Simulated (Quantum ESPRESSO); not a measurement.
pw.x input (Quantum ESPRESSO 7.5; LDA, PseudoDojo standard norm-conserving files, scalar-relativistic):

```
&CONTROL
  calculation = 'scf'
  pseudo_dir = './pseudo'
  outdir = './out'
  tprnfor = .true.
  tstress = .true.
/
&SYSTEM
  ibrav = 0
  nat = 10
  ntyp = 4
  ecutwfc = 84.0
  ecutrho = 336.0
  occupations = 'smearing'
  smearing = 'fd'
  degauss = 0.002
  nbnd = 44
/
&ELECTRONS
  conv_thr = 1e-09
/
ATOMIC_SPECIES
Li 6.9400 Li.upf
F 18.9984 F.upf
K 39.0983 K.upf
Sc 44.9559 Sc.upf
CELL_PARAMETERS angstrom
  0.000000000000   4.144805000000   4.144805000000
  4.144805000000   0.000000000000   4.144805000000
  4.144805000000   4.144805000000   0.000000000000
ATOMIC_POSITIONS crystal
Li   0.500000000000   0.500000000000   0.500000000000
F   0.245590000000   0.245590000000   0.754410000000
F   0.754410000000   0.754410000000   0.245590000000
F   0.754410000000   0.245590000000   0.245590000000
F   0.245590000000   0.754410000000   0.754410000000
F   0.245590000000   0.754410000000   0.245590000000
F   0.754410000000   0.245590000000   0.754410000000
K   0.250000000000   0.250000000000   0.250000000000
K   0.750000000000   0.750000000000   0.750000000000
Sc   0.000000000000   0.000000000000   0.000000000000
K_POINTS automatic
6 6 6 0 0 0
```

End of the output:

```
     total energy              =    -527.01932003 Ry
     estimated scf accuracy    <       0.00000667 Ry
     total energy              =    -527.01932394 Ry
     estimated scf accuracy    <       0.00000086 Ry
     total energy              =    -527.01932420 Ry
     estimated scf accuracy    <       0.00000006 Ry
[...]
     the Fermi energy is     5.0133 ev
!    total energy              =    -527.01932421 Ry
     estimated scf accuracy    <          7.3E-10 Ry
     smearing contrib. (-TS)   =       0.00000000 Ry
     internal energy E=F+TS    =    -527.01932421 Ry
     The total energy is F=E-TS. E is the sum of the following terms:
     one-electron contribution =    -226.35751001 Ry
     hartree contribution      =     146.63412903 Ry
     xc contribution           =    -109.09036220 Ry
     ewald contribution        =    -338.20558102 Ry
     convergence has been achieved in   9 iterations
     Forces acting on atoms (cartesian axes, Ry/au):
     atom    1 type  1   force =     0.00000000    0.00000000    0.00000000
     atom    2 type  2   force =     0.00000000    0.00000000   -0.01581417
     atom    3 type  2   force =     0.00000000    0.00000000    0.01581417
     atom    4 type  2   force =    -0.01581417    0.00000000    0.00000000
     atom    5 type  2   force =     0.01581417    0.00000000   -0.00000000
     atom    6 type  2   force =     0.00000000   -0.01581417    0.00000000
     atom    7 type  2   force =     0.00000000    0.01581417    0.00000000
     atom    8 type  3   force =     0.00000000    0.00000000    0.00000000
     atom    9 type  3   force =     0.00000000   -0.00000000    0.00000000
     atom   10 type  4   force =    -0.00000000    0.00000000    0.00000000
     Total force =     0.038737     Total SCF correction =     0.000069
     Computing stress (Cartesian axis) and pressure
          total   stress  (Ry/bohr**3)                   (kbar)     P=      -72.65
  -0.00049388   0.00000000   0.00000000          -72.65        0.00        0.00
   0.00000000  -0.00049388   0.00000000            0.00      -72.65        0.00
   0.00000000   0.00000000  -0.00049388            0.00        0.00      -72.65
```
In a gapped system the printed Fermi energy is only some level inside the gap.

Geometry of the Materials Project entry, not relaxed at this level.
